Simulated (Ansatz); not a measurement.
The start is a generated cell, TaSi2 built in the AFLOW prototype AB2_mC6_12_a_i (C34, as in Te2Au). A full variable-cell relaxation at zero pressure is run with PBEsol (plane waves to 420 eV, PAW, scalar-relativistic; Ansatz, a first-principles code). The first steps use a coarse 8×8×6 k-mesh.

Starting cell:
```
TaSi2
1.0
    2.94895    -1.80776     0.00000
    2.94895     1.80776     0.00000
   -0.00290     0.00000     4.15863
Ta Si
1 2
Direct
  0.00000   0.00000   0.00000
  0.68790   0.68790   0.28890
  0.31210   0.31210   0.71110
```

```yaml
initial_pressure: "+39 GPa (positive: the cell is compressed)"
largest_initial_force: about 5.2 eV/Å, on Si2, Si3 (atoms numbered as listed)
outcome: The space group goes from C2/m (No. 12) to I4/mmm (No. 139); the end is AFLOW prototype AB2_tI6_139_a_e (C11_b, as in Si2Mo), with 3 atoms in the primitive cell
energy_released: 1.68 eV/atom
volume_change: -2.6 %, from 14.78 to 14.39 Å³/atom
optimiser_moves: 26
```

It ends as:

Space group I4/mmm (No. 139); a = b = 3.254 Å, c = 8.156 Å, α = β = γ = 90.00°

| atom | site | symmetry | x | y | z |
|---|---|---|---|---|---|
| Ta | 2a | 4/mmm | 0.0000 | 0.0000 | 0.0000 |
| Si | 4e | 4mm | 0.0000 | 0.0000 | 0.3317 |
(The calculation used a cell of 3 atoms; values per cell refer to that cell.)

Final values are on a 20×20×20 k-mesh of the relaxed cell. No spin polarisation in the result. The relaxed primitive cell holds an odd number of electrons. A magnetic state may lie lower.

The run could not lose the symmetry of its start; a randomly shaken copy of 6 atoms returns to this structure.

The relaxed structure here is a generated cell of TaSi2: the first start was made by placing the elements on the sites of a structure type, and the end was not matched to a known phase here, so it may be hypothetical. Known forms of TaSi2 include space group No. 181.
